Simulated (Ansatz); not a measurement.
A generator proposed this cell of Si5Sn.

```
Si Sn
1.0
     5.04306    0.00000    0.00000
    -2.52153    4.36742    0.00000
     0.00000    0.00000    4.71288
Si Sn
5 1
Direct
  0.66479 0.66479 0.00000
  0.33333 0.66667 0.50000
  0.00000 0.33521 0.00000
  0.33521 0.00000 0.00000
  0.66667 0.33333 0.50000
  0.00000 0.00000 0.50000
```

Method: Ansatz 0.2.0, DFT PBE, scalar-relativistic, plane waves, PAW. Settings: cutoff 420 eV, Γ-centred mesh 6×6×4 on the computed 6-atom cell, Gaussian smearing of 0.10 eV; no spin polarisation.

Energies over the elements count from the elements' standard structures at the same level, with no fitted energy shifts. The references include grey tin.

Problem. How far from equilibrium is it?

Solution. The pressure is -1.4 GPa (the mean over three directions, positive in compression), the largest force is 0.65 eV/Å, and the energy is +0.60 eV/atom against the elements. The shortest distance is 2.89 Å.

Problem. How much does it gain on relaxing, and where does it end?

Solution. Relaxing gains under 0.1 eV/atom (the start's value is from the coarse mesh, so the gain is rough) in 30 ionic steps and ends at +0.52 eV/atom on the finer mesh. The symmetry goes from P-62m (No. 189) to P6/mmm (No. 191). The end has the CaCu5 type. The volume per atom grows by 0.7 %, from 17.3 to 17.4 Å³. The shortest distance goes from 2.89 Å (Si–Si) to 2.60 Å (Si–Si). Conventional cell: a = 5.383 Å, c = 4.164 Å. Around Si on a site of symmetry mmm lie 8 Si at 2.60–2.69 Å and 4 Sn at 3.40 Å; Si on a site of symmetry -6m2 is surrounded by 6 Si at 2.60 Å, 3 Sn at 3.11 Å and 3 Si at 3.11 Å; Sn is surrounded by 6 Si at 3.11 Å and 12 Si at 3.40 Å.

The last run used a 12×12×10 mesh (in the run's order of axes) for its 6-atom cell and Gaussian smearing of 0.10 eV. The relaxation can't lower the symmetry of the start. Symmetry constrained the relaxation, so the result can be a saddle point.
